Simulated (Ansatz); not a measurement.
## CdHgS2 (P-4m2) at 4 levels of theory

One geometry, relaxed with PBE; plane waves with PAW potentials in Ansatz, scalar-relativistic unless the row names spin-orbit coupling. No spin polarisation but for the spin–orbit row. Gaps are the least over mesh and band path; pressure is positive in compression.

```
CELL_PARAMETERS angstrom
4.21928 0.00000 0.00000
0.00000 4.21928 0.00000
0.00000 0.00000 5.94037
ATOMIC_POSITIONS crystal
Cd 0.00000 0.00000 0.00000
Hg 0.50000 0.50000 0.50000
S 0.50000 0.00000 0.24651
S 0.00000 0.50000 0.75349
```

| level | cutoff (eV) | k mesh | gap (eV) | pressure (GPa) |
| --- | --- | --- | --- | --- |
| PBE | 420 | 8×8×6 | 0.22 | 0.0 |
| r2SCAN | 500 | 8×8×6 | 0.57 | -1.6 |
| PBE with spin-orbit coupling | 420 | 8×8×6 | 0.21 | -0.3 |
| LDA | 420 | 8×8×6 | 0 | -4.9 |

Spin-orbit coupling matters for the bands of heavy elements and enters only rows that name it. The smearing is narrow for a metal on this mesh.

It was reached by relaxing an invented guess, and it needn't be the stable form of this composition.
